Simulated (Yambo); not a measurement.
Consider the following.

```xyz
2
Lattice="0.0000 3.2003 3.2003 3.2003 0.0000 3.2003 3.2003 3.2003 0.0000" Properties=species:S:1:pos:R:3 pbc="T T T"
Na     0.0000     0.0000     0.0000
I      3.2003     3.2003     3.2003
```

Workflow: PBEsol (pw.x of Quantum ESPRESSO, ONCV potentials, with spin-orbit coupling), then G0W0 in Yambo (4×4×4 Γ-centred k mesh, bands 3 to 180 and a 7 Ry block in the screening, 180 bands in G with the Bruneval-Gonze terminator, plasmon pole fitted at 27.2 eV).

Question: Give the PBEsol and G0W0 gaps between the band edges found on this mesh, and say where the edges lie.

Answer: Edges: Γ → Γ. PBEsol: 3.25 eV; G0W0: 5.25 eV. Nearest settings tried, and what they do to the gap: 64 bands in G: -11 meV; 3 Ry block (59 vectors against 169): -195 meV; 2×2×2 mesh: -125 meV. Not varied: bands in W. So the settings aren't converged at that level. 

Geometry relaxed with PBEsol.
